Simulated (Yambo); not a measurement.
```
CELL_PARAMETERS angstrom
      3.24238    -1.36780     0.01262
      3.24238     1.36780     0.01262
     -3.11115     0.00000     5.19587
ATOMIC_POSITIONS crystal
  O  0.57479 0.57479 0.22870
  O  0.42521 0.42521 0.77130
  Na 0.00000 0.00000 0.50000
  Cu 0.00000 0.00000 0.00000
```

NaCuO2 (space group C2/m, No. 12): mean Im ε in 1 eV windows above the direct gap of 2.51 eV, for different electron-hole kernels (Yambo, broadening 0.15 eV, norm-conserving PBEsol (Quantum ESPRESSO, 92 Ry, no spin-orbit coupling) bands; 8×8×4 mesh, 10 valence and 3 conduction bands, static screening with 36 bands and a 4 Ry block, scissor 1.63 eV, Tamm-Dancoff; field along x).

```json
[
 {"window (eV)": "2.5 to 3.5", "independent quasiparticles": "1.0", "BSE": "0.9"},
 {"window (eV)": "3.5 to 4.5", "independent quasiparticles": "0.5", "BSE": "0.2"},
 {"window (eV)": "4.5 to 5.5", "independent quasiparticles": "0.3", "BSE": "0.2"},
 {"window (eV)": "5.5 to 6.5", "independent quasiparticles": "0.3", "BSE": "0.7"},
 {"window (eV)": "6.5 to 7.5", "independent quasiparticles": "0.6", "BSE": "3.9"}
]
```

This run doesn't resolve bound excitons or single peaks, so only averages are given, and they too depend on the mesh; weight that the attraction moves below the gap isn't listed. All transitions below 10.89 eV are in the band window. The scissor comes from a G0W0 run whose convergence isn't established.

The 3d shell has no Hubbard U; the runs are without spin polarisation, and magnetic order was not tried.

Geometry relaxed with PBEsol.

With a shallow 3d shell G0W0 needs far more bands and larger blocks than here, so the scissor is uncertain by tenths of an eV or more.
